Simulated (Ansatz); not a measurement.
Below is a relaxed structure of Zn2Pb. The cell was found from a structure generator's guess, not taken from experiment.

These are results of DFT PBE, scalar-relativistic, plane waves, PAW in Ansatz, not measurements. Cutoff 420 eV, Γ-centred mesh, Gaussian smearing, no spin polarisation.

```cif
data_structure
_symmetry_space_group_name_H-M 'P 1'
_symmetry_Int_Tables_number 1
_cell_length_a 3.3722
_cell_length_b 3.3722
_cell_length_c 13.5224
_cell_angle_alpha 90.000
_cell_angle_beta 90.000
_cell_angle_gamma 120.000
_cell_volume 133.17
loop_
_atom_site_label
_atom_site_type_symbol
_atom_site_fract_x
_atom_site_fract_y
_atom_site_fract_z
_atom_site_occupancy
Zn1 Zn 0.00000 0.00000 0.70372 1
Zn2 Zn 0.00000 0.00000 0.29628 1
Zn3 Zn 0.33333 0.66667 0.43035 1
Zn4 Zn 0.66667 0.33333 0.56965 1
Pb1 Pb 0.33333 0.66667 0.88568 1
Pb2 Pb 0.66667 0.33333 0.11432 1
```

The zero of energy is the elements' standard structures at the same level; no fitted shifts are applied.

Q: Find its symmetry and describe it.

A: P-3m1 (No. 164). Conventional cell: a = 3.372 Å, c = 13.522 Å. Zn on its first site has 3 Zn at 2.66 Å, 3 Pb at 3.14 Å and 6 Zn at 3.37 Å; around Zn on its second site lie 6 Zn at 2.66–2.71 Å; Pb is surrounded by 3 Zn at 3.14 Å, 6 Pb at 3.37 Å and 3 Pb at 3.65 Å.

Q: What is its formation energy per atom?

A: +0.16 eV/atom. The separate elements lie lower, so it is unstable against them.

Q: Is it a metal?

A: Yes, bands cross the Fermi level on the 12×12×4 mesh.

Q: From what recipe could a structure generator have reached it?

A: One such recipe: close-packed layers stacked ABCABC, next cell at A (P-3m1, No. 164). Other recipes can lead to the same cell.

The last run used a 12×12×4 mesh (in the run's order of axes) for its 6-atom cell and Gaussian smearing of 0.10 eV. Spin–orbit coupling, which can matter for Pb, is left out. Symmetry constrained the relaxation, so the result can be a saddle point.
